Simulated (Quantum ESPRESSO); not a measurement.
## MgGaAlS4 (convergence and cost over cutoff and k mesh)

Simulated, not a measurement. The program is pw.x of Quantum ESPRESSO 7.5 (plane-wave density functional theory). The cell is made up: 7 atoms on a zincblende/diamond lattice with one site empty, with randomly drawn elements, strain and displacements, not relaxed. PseudoDojo standard norm-conserving files (v0.5 for PBE, v0.4.1 for LDA and PBEsol) set the functional; there is no spin polarisation, spin-orbit coupling or dispersion term, and the masses in the input are unused placeholders.

Input of the run in row 4:

```
&control calculation='scf', pseudo_dir='./dojo.nc.sr.pbe.v0_5.standard.upf', outdir='./o', disk_io='medium', tprnfor=.true., tstress=.true. /
&system ibrav=0, nat=7, ntyp=4, nbnd=31, ecutwfc=84.00895049, nosym=.true., tot_charge=0,
 occupations='smearing', smearing='fd', degauss=0.0018374661
/
&electrons conv_thr=7.350e-09, electron_maxstep=60, /
ATOMIC_SPECIES
Al 1.0 Al.upf
Ga 1.0 Ga.upf
Mg 1.0 Mg.upf
S 1.0 S.upf
CELL_PARAMETERS angstrom
5.3494 0.0361 -0.0199
0.0361 5.3786 -0.0297
-0.0199 -0.0297 5.2776
ATOMIC_POSITIONS angstrom
Mg -0.021 2.693 2.6652
Ga 2.7127 0.0179 2.7268
Al 2.6673 2.8031 -0.0566
S 1.303 1.3957 1.3214
S 1.2546 4.177 3.9171
S 4.0079 1.2835 4.1263
S 3.9601 4.1669 1.2726
K_POINTS automatic
4 4 4 1 1 1
```

The same cell was run at these settings. Meshes are shifted by half a step, and differences are from the last row, which is itself not exact.

| cutoff (eV) | k mesh | k points solved | threshold (eV) | free energy less the last row's (eV) | pressure (GPa) | largest stress difference (GPa) | largest force difference (eV/Å) | iterations | wall time (s) | k-point pools | processor |
| --- | --- | --- | --- | --- | --- | --- | --- | --- | --- | --- | --- |
| 800 | 2 x 2 x 2 | 4 | 1e-04 | 1.677 | -12.99 | 14.55 | 0.065 | 6 | 26 | 1 | AMD EPYC, Zen 5 class |
| 1143 | 1 x 1 x 1 | 1 | 1e-07 | 4.234 | 7.58 | 6.86 | 0.535 | 10 | 35 | 1 | AMD EPYC, Zen 5 class |
| 680 | 4 x 4 x 4 | 32 | 1e-07 | 9.761 | -62.52 | 64.18 | 0.025 | 10 | 166 | 1 | AMD EPYC, Zen 5 class |
| 1143 | 4 x 4 x 4 | 32 | 1e-07 | 0.002 | 1.55 | 0.00 | 0.002 | 10 | 314 | 1 | AMD EPYC, Zen 5 class |
| 1437 | 6 x 6 x 6 | 108 | 1e-07 | 0.000 | 1.55 | 0.00 | 0.000 | 9 | 143 | 4 | AMD EPYC, Zen 5 class |

Each pool is one process. Wall times include start-up and a band step at six k points, which weighs most on the coarsest meshes. The runs were on shared virtual cores whose load varied, so times are rough.